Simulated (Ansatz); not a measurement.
TiAu (CsCl type)

```
CELL_PARAMETERS angstrom
      3.18830     0.00000     0.00000
      0.00000     3.18830     0.00000
      0.00000     0.00000     3.18830
ATOMIC_POSITIONS crystal
  Ti 0.50000 0.50000 0.50000
  Au 0.00000 0.00000 0.00000
```

Method: LDA (plane waves to 420 eV, PAW, scalar-relativistic; Ansatz, a quantum-chemistry and plane-wave program). DFPT wavenumbers on a 16×16×16 k mesh, in cm⁻¹ and rounded to 5; i marks imaginary ones, q is in fractions of the reciprocal vectors of the cell shown, and the three acoustic modes at Γ are left out. The program warned that its band solver left a few bands short of their tolerance. Spin-orbit coupling is left out, though Au is heavy. TiAu is run without spin polarisation. TiAu was relaxed with its symmetry unable to fall.

**Question.** Is the structure dynamically stable at Γ, X = (0.5, 0.0, 0.0), M = (0.5, 0.5, 0.0), R = (0.5, 0.5, 0.5)?

**Answer.** Unstable at this level: the lowest mode is 85i cm⁻¹ at M = (0.5, 0.5, 0.0).

**Question.** List the wavenumbers at Γ, X = (0.5, 0.0, 0.0), M = (0.5, 0.5, 0.0), R = (0.5, 0.5, 0.5), with degeneracies.

**Answer.** 
```json
[
 {"q": "Γ", "wavenumbers (cm⁻¹)": "150 (×3)"},
 {"q": "X = (0.5, 0.0, 0.0)", "wavenumbers (cm⁻¹)": "45, 60 (×2), 185 (×2), 225"},
 {"q": "M = (0.5, 0.5, 0.0)", "wavenumbers (cm⁻¹)": "85i (×2), 25, 150, 230 (×2)"},
 {"q": "R = (0.5, 0.5, 0.5)", "wavenumbers (cm⁻¹)": "40 (×3), 210 (×3)"}
]
```
